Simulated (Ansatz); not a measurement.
Tl: energy along a strain

Tl, P6_3/mmc, a = 3.456 Å, c = 5.525 Å (as given, not relaxed at this level: 3.2 GPa). Ansatz: PBE, PAW, 420 eV, Γ-centred 18×18×10 mesh on 2 atoms, Gaussian smearing 0.15 eV; no spin polarisation. Cell vectors (Å): 3.456 0.000 0.000; -1.728 2.993 0.000; 0.000 0.000 5.525. The cell is strained by x per cent times the pattern (0 0 1 0 0 0) in the order xx yy zz yz xz xy (engineering shears), with fractional coordinates held. y is the free energy over the start, V0 = 28.575 Å³/atom.

| x (%) | y (meV/atom) |
| --- | --- |
| -6.00 | ? |
| -4.50 | 40.49 |
| -3.00 | 23.49 |
| -1.50 | 10.05 |
| 0.00 | 0.00 |
| 1.50 | -6.90 |
| 3.00 | -11.22 |
| 4.50 | -13.56 |
| 5.25 | -14.09 |
| 6.00 | -14.22 |

Question: Fit y = c1 x + c2 x² + c3 x³ to the other rows, get the stiffness along the pattern, and predict the missing energy.

Answer: Least squares on the rows shown. y = −5.5790 x + 0.66633 x² − 0.021760 x³. The clamped-ion stiffness p·C·p = 2 × 6.663 eV × 160.2 / 28.575 Å³ = 75 GPa, which is C33 in these axes (second derivative at the start, which stands under stress). At x = -6.00 the fit asked for gives 62.16 meV/atom. The run gave 61.09 meV/atom, so the fit is 1.07 meV/atom too high, 1.4 % of the span of the series, against an rms of 0.09 meV/atom on the fitted rows. The row lies outside the fitted range. With a term in x⁴ added, a fit to the same known rows predicts 61.33 meV/atom, so most of the miss is curvature that the known rows already hold.

Spin–orbit coupling is left out, which can shift energies with elements as heavy as these.